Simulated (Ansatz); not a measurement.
Input file for Ansatz (a program for electronic structure):

Ansatz 0.2 input:
```yaml
crystal:
  lattice:
    - [0.0, 2.3956890665, 2.3956890665]
    - [2.3956890665, 0.0, 2.3956890665]
    - [2.3956890665, 2.3956890665, 0.0]
  atoms:
    - { symbol: Na, position: [0.0, 0.0, 0.0] }
    - { symbol: H, position: [0.5, 0.5, 0.5] }
kpoints:
  mp_grid: { grid: [7, 7, 7] }
hamiltonian:
  xc: hse06
  pseudopotentials: { kind: paw }
scf:
  n_extra_bands: 6
  occupations: { method: fixed }
output:
  eigenvalues: true
  eigenstates:
    e_range: [-9.0, 13.4]
    kpoints:
      - [0.25, -0.5, -0.25]  # VBM
      - [0.0, 0.0, 0.5]  # CBM
      - [0.0, 0.0, 0.0]  # GAMMA
      - [0.5, 0.0, 0.5]  # X
      - [0.5, 0.5, 0.5]  # L
      - [0.5, 0.25, 0.75]  # W
      - [0.375, 0.375, 0.75]  # K
      - [0.625, 0.25, 0.625]  # U
```

Output (shortened):

```
Pseudopotential: Na, paw, valence charge 9
Pseudopotential: H, paw, valence charge 1
Functional definition: HSE06
davidson cushion auto → on  (no smearing: the cushion is to keep the highest requested band from converging to the state above it …
Crystal: 2 atoms, lattice volume = 27.499 Å³
Basis set: ecut = 420 eV, 537 PW (Γ)
Bands: 11, of which v1, the nominal top of the filled ones, is band 5 counted from 1 (4 counted from 0)
Symmetry: 48 space group operations
Space group: Fm-3m (ITA 225), of the structure as read, at distance tolerance 3.0e-5 Å
k-points: 20 of 343
SCF iter   1: F=—  HF=-1502.678881 eV  |F-HF|=—  |Δ(HF+E_count)|=         —  Δρ=6.89e-4  dr2=1.19e-4  ethr=1.77e-3  ⟨swp⟩=2.0  Hψ=1582  notcnv=0
preconditioner: auto → none
iter 2 solved again at ethr=1.12e-7 eV; its pass at ethr=1.19e-6 eV (dr2=1.12e-5 eV) is discarded
SCF iter   2: F=-1502.678981 eV  HF=-1502.678949 eV  |F-HF|=3.24e-5  |Δ(HF+E_count)|=   6.78e-5  Δρ=2.52e-4  dr2=1.12e-5  ethr=1.12e-7  ⟨swp⟩=2.0  Hψ=1162  notcnv=0
SCF 1 stopped early in 2 iterations: F = -1502.678981 eV  dr2 = 1.12e-5
Crystal: 2 atoms, lattice volume = 27.499 Å³
Exchange kernel: α = 0.2500, screened, ω = 0.2079 Å⁻¹, Wigner–Seitz truncation, v(0) = 1046.5778 eV·Å³, q-mesh 7×7×7, nearest image of the exchange supercell L …
Frozen-core exchange: fock
SCF iter   1: F=—  HF=-1502.903908 eV  |F-HF|=—  |Δ(HF+E_count)|=         —  Δρ=5.60e-3  dr2=4.35e-3  ethr=1.12e-6  ⟨swp⟩=5.5  Hψ=1027  notcnv=0
preconditioner: auto → none
SCF iter   2: F=—  HF=-1502.901157 eV  |F-HF|=—  |Δ(HF+E_count)|=   2.75e-3  Δρ=1.01e-3  dr2=2.70e-4  ethr=1.12e-6  ⟨swp⟩=3.2  Hψ=752  notcnv=0
SCF iter   3: F=—  HF=-1502.902221 eV  |F-HF|=—  |Δ(HF+E_count)|=   1.06e-3  Δρ=6.12e-4  dr2=6.82e-5  ethr=1.12e-6  ⟨swp⟩=3.0  Hψ=663  notcnv=0
SCF iter   4: F=—  HF=-1502.902215 eV  |F-HF|=—  |Δ(HF+E_count)|=   6.30e-6  Δρ=1.71e-4  dr2=5.18e-6  ethr=6.48e-7  ⟨swp⟩=2.6  Hψ=535  notcnv=0
SCF iter   5: F=-1502.902224 eV  HF=-1502.902224 eV  |F-HF|=4.45e-8  |Δ(HF+E_count)|=   9.01e-6  Δρ=3.05e-5  dr2=4.14e-7  ethr=4.51e-8  ⟨swp⟩=3.0  Hψ=661  notcnv=0
SCF 2 stopped early in 5 iterations: F = -1502.902224 eV  dr2 = 4.14e-7
hybrid outer 1: dexx = +1.264e-3 eV, tail = 5.07e-6 eV
Crystal: 2 atoms, lattice volume = 27.499 Å³
Exchange kernel: α = 0.2500, screened, ω = 0.2079 Å⁻¹, Wigner–Seitz truncation, v(0) = 1046.5778 eV·Å³, q-mesh 7×7×7, nearest image of the exchange supercell L …
Frozen-core exchange: fock
SCF iter   1: F=—  HF=-1502.902166 eV  |F-HF|=—  |Δ(HF+E_count)|=         —  Δρ=6.07e-5  dr2=5.49e-7  ethr=2.54e-7  ⟨swp⟩=2.1  Hψ=523  notcnv=0
preconditioner: auto → none
iter 2 solved again at ethr=2.11e-11 eV; its pass at ethr=4.89e-9 eV (dr2=2.11e-9 eV) is discarded
SCF iter   2: F=-1502.902166 eV  HF=-1502.902166 eV  |F-HF|=9.96e-10  |Δ(HF+E_count)|=   2.87e-7  Δρ=5.96e-6  dr2=7.87e-9  ethr=2.11e-11  ⟨swp⟩=2.2  Hψ=1262  notcnv=0  defer=4
SCF 3 converged in 2 iterations: F = -1502.902166 eV  dr2 = 7.87e-9
hybrid outer 2: dexx = +3.061e-8 eV, tail = 2.80e-8 eV, Δε = 3.05e-3 eV (about 3.57e-4 eV left of the loop's levels)
the search or the solves at the SCF's close seem to have found levels that the self-consistency loop had missed (the run counts 1) …
NSCF: frozen V_eff on 8 k-points
hybrid SCF converged: 2 outer / 7 inner (+2 warm-up), last move |dexx| = 3.06e-8 eV, tail = 2.80e-8 eV
Stability not checked (fock_operator)
Free energy (F): -1502.902166 eV
Frozen-core exchange: fock
Harris-Foulkes:  -1502.902166 eV  (|F-HF|=9.96e-10)
Internal energy: -1502.902166 eV  (E = F + TS)
E sigma→0 (E₀):  -1502.902166 eV
Fermi energy:    0.115797 eV
--- Per-component energies (eV) ---
  E_band       = -254.547873
  E_kinetic    = 134.681411
  E_local      = -1322.535263  (includes V_loc(G=0)·N_el)
  E_nonlocal   = 116.739923
  E_hartree    = 474.667657
  E_xc         = -39.031703
  E_vxc        = -49.703946  (∫ρ·V_xc dr)
  E_exx        = -44.651854  (= α·E_x^exact, valence–valence)
  E_paw        = -228.323565  (= ΣΔE_a)
  E_vpaw       = 6.240896  (= ΣTr[D̂ρ^β])
  E_aug_tail   = -0.000945  (compensation charges beyond the density's cutoff)
  E_ewald      = -594.413914
  E_core_change = -0.033912  (= ΣΔE_core)
  E_smearing   =  0.000000  (= −TS)
  E_closure    =  0.000000  (closes the sum)
  Σ components = -1502.902166   (vs F -1502.902166, Δ=0.00e0)
  [band-id]    e_kinetic+e_local+e_nonlocal+2·e_hartree+e_vxc+2·e_exx+e_vpaw+e_augmentation_tail = -254.546319   (vs E_band -254.547873, Δ=1.55e-3)
--- Band table (eV; the first three rows and the last of 20) ---
  k-point 0: bands = ["-53.9409", "-24.0701", "-24.0701", "-24.0701", "-3.8109", "12.4351", "17.3488", "17.3488", "17.3488", "18.4721", "18.4721"]
  k-point 1: bands = ["-53.9395", "-24.0889", "-24.0722", "-24.0722", "-3.4153", "11.0985", "14.4246", "16.4627", "16.4627", "19.4857", "19.4857"]
  k-point 2: bands = ["-53.9364", "-24.1305", "-24.0770", "-24.0770", "-2.3218", "8.0078", "13.0762", "15.6136", "15.6136", "19.1132", "19.1132"]
  k-point 19: bands = ["-53.9313", "-24.1319", "-24.1282", "-24.0993", "0.1158", "7.1394", "7.4646", "10.9047", "16.8669", "19.5521", "21.0936"]
```

Cost: about 40 core-seconds (a rough figure) on shared cores.

The points marked VBM and CBM come from a semilocal run.

The cell was relaxed with PBEsol under the symmetry of its start; of distortions, only those at the zone centre were tested.

Potentials: the later of the program's two PAW sets.

Ansatz is a plane-wave DFT program.
